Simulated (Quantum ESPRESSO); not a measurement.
ZnMg2GaS3Se, input and log of a self-consistent run

Simulated, not a measurement. The program is pw.x of Quantum ESPRESSO 7.5 (plane-wave density functional theory). The cell is made up: 8 atoms on a zincblende/diamond lattice, with randomly drawn elements, strain and displacements, not relaxed. PseudoDojo standard norm-conserving files (v0.5 for PBE, v0.4.1 for LDA and PBEsol) set the functional; there is no spin polarisation, spin-orbit coupling or dispersion term, and the masses in the input are unused placeholders. A spin-polarised start on this cell or one of its family kept no moment.

Input:

```
&control calculation='scf', pseudo_dir='./dojo.nc.sr.pbe.v0_5.standard.upf', outdir='./o', disk_io='medium', tprnfor=.true., tstress=.true. /
&system ibrav=0, nat=8, ntyp=5, nbnd=54, ecutwfc=85.99341389, nosym=.true., tot_charge=0,
 occupations='smearing', smearing='fd', degauss=0.0073498644
/
&electrons conv_thr=7.350e-09, electron_maxstep=60, /
ATOMIC_SPECIES
Ga 1.0 Ga.upf
Mg 1.0 Mg.upf
S 1.0 S.upf
Se 1.0 Se.upf
Zn 1.0 Zn.upf
CELL_PARAMETERS angstrom
5.8523 0.0464 -0.0874
0.0464 5.7199 0.0513
-0.0874 0.0513 5.8611
ATOMIC_POSITIONS angstrom
Zn -0.193 0.0475 0.0565
Mg -0.0386 2.8131 2.7455
Ga 2.8037 0.0023 2.9679
Mg 2.8814 2.8166 -0.0548
S 1.5224 1.4692 1.5513
S 1.4147 4.3811 4.3597
S 4.2949 1.4641 4.3842
Se 4.4373 4.2159 1.5329
K_POINTS automatic
6 6 6 1 1 1
```

The log is shortened where brackets say so; the opening notice, blank lines, dates and the lines on written files are dropped, and the path of the files is cut. It prints rydbergs, bohrs and kilobars, and counts compression as positive stress.

```
     Program PWSCF v.7.5
     Parallel version (MPI & OpenMP), running on       1 processor cores
     Number of MPI processes:                 1
     Threads/MPI process:                     1
     [start-up lines left out]
     bravais-lattice index     =            0
     lattice parameter (alat)  =      11.0608  a.u.
     unit-cell volume          =    1323.5217 (a.u.)^3
     number of atoms/cell      =            8
     number of atomic types    =            5
     number of electrons       =        87.00
     number of Kohn-Sham states=           54
     kinetic-energy cutoff     =      85.9934  Ry
     charge density cutoff     =     343.9737  Ry
     scf convergence threshold =      7.3E-09
     mixing beta               =       0.7000
     number of iterations used =            8  plain     mixing
     Exchange-correlation= PBE
                           (   1   4   3   4   0   0   0)
     [axes and pseudopotential details left out]
   Cartesian axes
     site n.     atom                  positions (alat units)
         1        Zn     tau(   1) = (  -0.0329738   0.0081153   0.0096529  )
         2        Mg     tau(   2) = (  -0.0065948   0.4806141   0.4690647  )
         3        Ga     tau(   3) = (   0.4790081   0.0003930   0.5070615  )
         4        Mg     tau(   4) = (   0.4922831   0.4812121  -0.0093625  )
         5        S      tau(   5) = (   0.2600999   0.2510107   0.2650374  )
         6        S      tau(   6) = (   0.2416995   0.7485047   0.7448485  )
         7        S      tau(   7) = (   0.7337775   0.2501394   0.7490343  )
         8        Se     tau(   8) = (   0.7581064   0.7202805   0.2618938  )
     number of k points=   108  Fermi-Dirac smearing, width (Ry)=  0.0073
     Number of k-points >= 100: set verbosity='high' to print them.
     Dense  grid:   142545 G-vectors     FFT dimensions: (  72,  64,  72)
     Estimated max dynamical RAM per process >     214.68 MB
     Initial potential from superposition of free atoms
     starting charge      86.9954, renormalised to      87.0000
     Starting wfcs are   50 randomized atomic wfcs +    4 random wfcs
     total cpu time spent up to now is       48.5 secs
     per-process dynamical memory:   119.2 Mb
     Self-consistent Calculation
     iteration #  1     ecut=    85.99 Ry     beta= 0.70
     Davidson diagonalization with overlap
     ethr =  1.00E-02,  avg # of iterations =  6.2
     Threshold (ethr) on eigenvalues was too large:
     Diagonalizing with lowered threshold
     Davidson diagonalization with overlap
     ethr =  5.22E-04,  avg # of iterations =  2.1
     total cpu time spent up to now is      362.4 secs
     total energy              =   -1117.41580819 Ry
     estimated scf accuracy    <       0.44816208 Ry
     iteration #  2     ecut=    85.99 Ry     beta= 0.70
     Davidson diagonalization with overlap
     ethr =  5.15E-04,  avg # of iterations =  3.4
     total cpu time spent up to now is      527.2 secs
     total energy              =   -1117.51548141 Ry
     estimated scf accuracy    <       0.26265434 Ry
     iteration #  3     ecut=    85.99 Ry     beta= 0.70
     Davidson diagonalization with overlap
     ethr =  3.02E-04,  avg # of iterations =  2.0
     total cpu time spent up to now is      652.8 secs
     total energy              =   -1117.57480710 Ry
     estimated scf accuracy    <       0.01687678 Ry
     iteration #  4     ecut=    85.99 Ry     beta= 0.70
     Davidson diagonalization with overlap
     ethr =  1.94E-05,  avg # of iterations =  8.3
     total cpu time spent up to now is      816.2 secs
     total energy              =   -1117.57898690 Ry
     estimated scf accuracy    <       0.00189312 Ry
     iteration #  5     ecut=    85.99 Ry     beta= 0.70
     Davidson diagonalization with overlap
     ethr =  2.18E-06,  avg # of iterations =  4.5
     total cpu time spent up to now is      989.0 secs
     total energy              =   -1117.57929979 Ry
     estimated scf accuracy    <       0.00027509 Ry
     iteration #  6     ecut=    85.99 Ry     beta= 0.70
     Davidson diagonalization with overlap
     ethr =  3.16E-07,  avg # of iterations =  2.5
     total cpu time spent up to now is     1110.7 secs
     total energy              =   -1117.57936025 Ry
     estimated scf accuracy    <       0.00001040 Ry
     iteration #  7     ecut=    85.99 Ry     beta= 0.70
     Davidson diagonalization with overlap
     ethr =  1.20E-08,  avg # of iterations =  3.1
     total cpu time spent up to now is     1250.1 secs
     total energy              =   -1117.57936384 Ry
     estimated scf accuracy    <       0.00000144 Ry
     iteration #  8     ecut=    85.99 Ry     beta= 0.70
     Davidson diagonalization with overlap
     ethr =  1.65E-09,  avg # of iterations =  2.3
     total cpu time spent up to now is     1394.7 secs
     total energy              =   -1117.57936427 Ry
     estimated scf accuracy    <       0.00000017 Ry
     iteration #  9     ecut=    85.99 Ry     beta= 0.70
     Davidson diagonalization with overlap
     ethr =  1.96E-10,  avg # of iterations =  3.5
     total cpu time spent up to now is     1545.3 secs
     total energy              =   -1117.57936432 Ry
     estimated scf accuracy    <       0.00000005 Ry
     iteration # 10     ecut=    85.99 Ry     beta= 0.70
     Davidson diagonalization with overlap
     ethr =  6.21E-11,  avg # of iterations =  2.1
     total cpu time spent up to now is     1722.5 secs
     End of self-consistent calculation
     Number of k-points >= 100: set verbosity='high' to print the bands.
     the Fermi energy is     6.8686 ev
!    total energy              =   -1117.57936433 Ry
     estimated scf accuracy    <          2.3E-09 Ry
     smearing contrib. (-TS)   =      -0.00437282 Ry
     internal energy E=F+TS    =   -1117.57499152 Ry
     The total energy is F=E-TS. E is the sum of the following terms:
     one-electron contribution =    -877.03790204 Ry
     hartree contribution      =     453.08932522 Ry
     xc contribution           =    -185.81913684 Ry
     ewald contribution        =    -507.80727786 Ry
     convergence has been achieved in  10 iterations
     Forces acting on atoms (cartesian axes, Ry/au):
     atom    1 type  5   force =     0.02241102   -0.00613476   -0.00286682
     atom    2 type  2   force =     0.06290727   -0.05265144    0.08940812
     atom    3 type  1   force =     0.01104344    0.00078202    0.00715402
     atom    4 type  2   force =    -0.00272055    0.00331686   -0.00545199
     atom    5 type  3   force =    -0.01512227   -0.01985049   -0.03326802
     atom    6 type  3   force =    -0.02464110   -0.00648800    0.02054928
     atom    7 type  3   force =     0.00898576    0.00279546   -0.00271518
     atom    8 type  4   force =    -0.06286356    0.07823037   -0.07280940
     Total force =     0.183748     Total SCF correction =     0.000154
     Computing stress (Cartesian axis) and pressure
          total   stress  (Ry/bohr**3)                   (kbar)     P=        2.38
   0.00004331  -0.00021106   0.00011621            6.37      -31.05       17.10
  -0.00021106   0.00003091  -0.00011918          -31.05        4.55      -17.53
   0.00011621  -0.00011918  -0.00002560           17.10      -17.53       -3.77
     init_run     :     41.52s CPU     48.29s WALL (       1 calls)
     electrons    :   1573.78s CPU   1674.07s WALL (       1 calls)
     forces       :     18.37s CPU     18.62s WALL (       1 calls)
     stress       :     71.07s CPU     71.39s WALL (       1 calls)
     [timing details left out]
     PWSCF        :  28m25.49s CPU  30m16.31s WALL
     JOB DONE.
```

In other units: free energy -15205.442 eV for the cell, pressure 0.24 GPa, largest force component 2.299 eV/Å. A rerun of this cell at 1467 eV and a 8 x 8 x 8 mesh moved values by no more than 0.011 eV in energy, 0.02 GPa in stress and 0.009 eV/Å in force.